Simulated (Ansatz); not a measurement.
ZrVSi:
```
CELL_PARAMETERS angstrom
      3.67807     0.00000     0.00000
      0.00000     3.67807     0.00000
      0.00000     0.00000     7.23401
ATOMIC_POSITIONS crystal
  V  0.00000 0.00000 0.00000
  V  0.50000 0.50000 0.00000
  Zr 0.50000 0.00000 0.64089
  Zr 0.00000 0.50000 0.35911
  Si 0.50000 0.00000 0.24376
  Si 0.00000 0.50000 0.75624
```

Relaxed with r²SCAN.

Q: Map the electron localisation function on the plane through (0.000, 0.000, 0.000) spanned by u = [1, 0, 0] and v = [0, 0, 1] in lattice vectors, from DFT-r²SCAN in the program Ansatz with PAW potentials.

A: x is the fraction of u, y of v (the angle between them is 90°; rows are the nearest grid lines); atoms in the plane: V at (0.00, 0.00), Zr at (0.50, 0.64), Si at (0.50, 0.24).
```
|%%@#: :=*#*=: :#@%%|
|@@%=. :+*#*+: .=%@@|
|%#+: .-+*#*+-. :+#%|
|....:-=======-:....|
|.:::---:...:---:::.|
|===-...:---:...-===|
|==-...-*%%%*-...-==|
|--. .*@@%#%@@*. .--|
|-:. :%@%: :%@%: .:-|
|=-. :#@@+:+@@#: .-=|
|**-..-#@@@@@#-..-**|
|##+-..-*#%#*-..-+##|
|##*+=:.......:=+*##|
|*****+==---==+*****|
|==+*#%@@@@@@@%#*+==|
|-=+*%@@@@@@@@@%*+=-|
|-=+#%@#+---+#@%#+=-|
|=+*%@%+:=#=:+%@%*+=|
|=+*%@%+:-=-:+%@%*+=|
|.:-+#%%*===*%%#+-:.|
|...:+#%%###%%#+:...|
|%#+. :+#%%%#+: .+#%|
|@@%=..-*#%#*-..=%@@|
|%%@#: :=*#*=: :#@%%|
```
Scale: ten equal steps from 0.022 (start of ' ') to 0.808 (end of '@'), in the order ' .:-=+*#%@'; x runs from 0.000 to 1.00, y from 0.000 (bottom) to 1.00 (top).

The density is the valence pseudo-density with augmentation charge, so density and ELF within about 1 Å of a nucleus are not all-electron values.

Space group P4/nmm. The workflow started from an entry of the Crystallography Open Database (COD). Its standing as an ambient phase is unchecked. The r²SCAN relaxation kept the symmetry of its start; its stability against distortions is not shown here. The workflow began spin-polarised and lost its moments.

Potentials: the later of the program's two PAW sets.
